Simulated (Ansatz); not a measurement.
Here is the system:

V2O5:
```xyz
14
Lattice="6.2744 0.0000 0.0000 0.0000 3.5331 0.0000 -0.0469 0.0000 7.1341" Properties=species:S:1:pos:R:3 pbc="T T T"
V      4.6246     0.8833     5.1453
V      1.6028     2.6498     1.9888
V      1.1865     0.8833     6.4235
V      5.0410     2.6498     0.7106
O      4.5967     2.6498     5.7552
O      1.6307     0.8833     1.3789
O      0.1980     0.8833     5.0102
O      6.0295     2.6498     2.1239
O      2.7136     0.8833     5.8794
O      3.5138     2.6498     1.2547
O      0.8758     2.6498     6.9017
O      5.3516     0.8833     0.2324
O      4.2339     0.8833     3.6375
O      1.9936     2.6498     3.4966
```

This is the r²SCAN+D4-relaxed structure. x, y and z are the axes in which the lattice vectors are written.

Task: All from plane-wave PAW r²SCAN+D4 (Ansatz code), unless another level is named. Give the static dielectric constant ε0 (ions relaxed, cell fixed).

Result: 32.8 (xx), 47.0 (yy), 6.37 (zz).

Task: Predict the electronic dielectric constant ε∞ (DFPT).

Result: 6.33 (xx), 7.29 (yy), 4.31 (zz).

Task: And the Born charges (a third of the trace)?

Result: V +5.59 to +5.78, O -2.91 to -1.17 e.

Task: Give the Bader charges.

Result: V +2.31 to +2.33, O -1.14 to -0.65 e.

Space group P2_1/m. The first step of the workflow began from a Materials Project structure, measured or hypothetical; the Crystallography Open Database copy checked does not list it. COD files the formula under space group No. 31, 59. Its standing as an ambient phase is unchecked. The r²SCAN+D4 relaxation kept the symmetry of its start; whether a distortion lowers the energy is not shown. No spin polarisation was allowed. No Hubbard U is applied.

Potentials: the earlier of the program's two PAW sets. The files were generated under PBE; for other functionals the program regenerates the frozen cores, and for LDA and PBEsol the local potential too.
